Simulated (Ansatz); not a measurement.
K:
```yaml
crystal:
  lattice:
    - [-2.52296, 2.52296, 2.52296]
    - [2.52296, -2.52296, 2.52296]
    - [2.52296, 2.52296, -2.52296]
  atoms:
    - { symbol: K, position: [0.00000, 0.00000, 0.00000] }
```

Relaxed with LDA. Special points in fractions of this cell's reciprocal vectors: Γ (0.000, 0.000, 0.000); H (0.500, -0.500, 0.500); N (0.000, 0.000, 0.500); P (0.250, 0.250, 0.250).

### Question
List the band energies nearest the Fermi level at these points for LDA (plane waves, PAW; program Ansatz).

### Answer
In eV from the Fermi level; about four levels below and three above (degenerate sets whole), none deeper than 8.9 eV; points with the same levels are listed once.

| k | below | above |
|---|---|---|
| Γ | -2.35 | 4.29 4.29 4.29 |
| H | – | 1.61 1.61 3.84 3.84 3.84 |
| N | – | 0.41 0.82 3.13 |
| P | – | 1.54 1.54 1.54 |

Space group Im-3m (bcc (W type)). The LDA relaxation kept the symmetry of its start.

Potentials: the later of the program's two PAW sets.
